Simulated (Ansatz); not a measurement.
Ge$_{2}$Sb$_{2}$Te$_{5}$:
```xyz
9
Lattice="2.1206 1.2243 17.5279 -2.1206 1.2243 17.5279 0.0000 -2.4487 17.5279" Properties=species:S:1:pos:R:3 pbc="T T T"
Te     0.0000     0.0000     0.0000
Ge     0.0000     0.0000    36.7725
Te     0.0000     0.0000    20.9178
Sb     0.0000     0.0000     5.4158
Te     0.0000     0.0000    42.1766
Te     0.0000     0.0000    10.4071
Sb     0.0000     0.0000    47.1679
Te     0.0000     0.0000    31.6659
Ge     0.0000     0.0000    15.8112
```

Relaxed with r²SCAN+D4.

### Question
Map the electron localisation function on the plane through (0.000, 0.000, 0.000) spanned by u = [1, 0, 0] and v = [-1, 1, 1] in lattice vectors, from r²SCAN+D4 (plane waves, PAW; program Ansatz).

### Answer
x is the fraction of u, y of v (the angle between them is 24°; rows are the nearest grid lines); atoms in the plane: Te at (0.00, 0.00), Ge at (0.40, 0.70), Te at (0.80, 0.40), Sb at (0.21, 0.10), Te at (0.60, 0.80), Te at (0.40, 0.20), Sb at (0.79, 0.90), Te at (0.20, 0.60), Ge at (0.60, 0.30).
```
|1046200002443345565225655433442000026401|
|4102551000013444665661012233102430000264|
|6521355100000244466467200113300243000026|
|0146445643320000124612575000132002420000|
|4310256654444410000141004750001331144234|
|5666300233344344200015410047400013334445|
|4655641011134323420001542015730001233444|
|3365335620000342924200014533467100001233|
|0014520035300003422321100035556740000000|
|0000155100353000024444455310135554100000|
|0000015510046200002444566651002343100000|
|0000000155312552100023346545640000000000|
|0000000000465456433200012552135510000000|
|0000013432001566654442000026400155100000|
|0000014555310135544444200003530015510000|
|0000000476555300011232243000035300254100|
|3321000017643354100024292430000265335633|
|4443321000375102451000243234311101465564|
|5444333100047400145100024434433320036665|
|4324411331000574001410000144444566520134|
|0000242002310005752164210000233465446410|
|6200003420033110027646644420000015531256|
|4620000342013322101665664443100001552014|
|1046200002443345565225655433442000026401|
```
Scale: ten equal steps from 0.007 (start of '0') to 1.00 (end of '9'), in the order '0123456789'; x runs from 0.000 to 1.00, y from 0.000 (bottom) to 1.00 (top).

The density is the valence pseudo-density with augmentation charge, so density and ELF within about 1 Å of a nucleus are not all-electron values.

Space group R-3m. The start of the workflow was typed in or built on a structure type; neither database checked (COD, Materials Project) lists it. It is not the phase usual at ambient conditions (space group No. 164). The r²SCAN+D4 relaxation kept the symmetry of its start; whether a distortion lowers the energy is not shown. Spin–orbit coupling is left out wherever it is not named.

Potentials: the earlier of the program's two PAW sets.
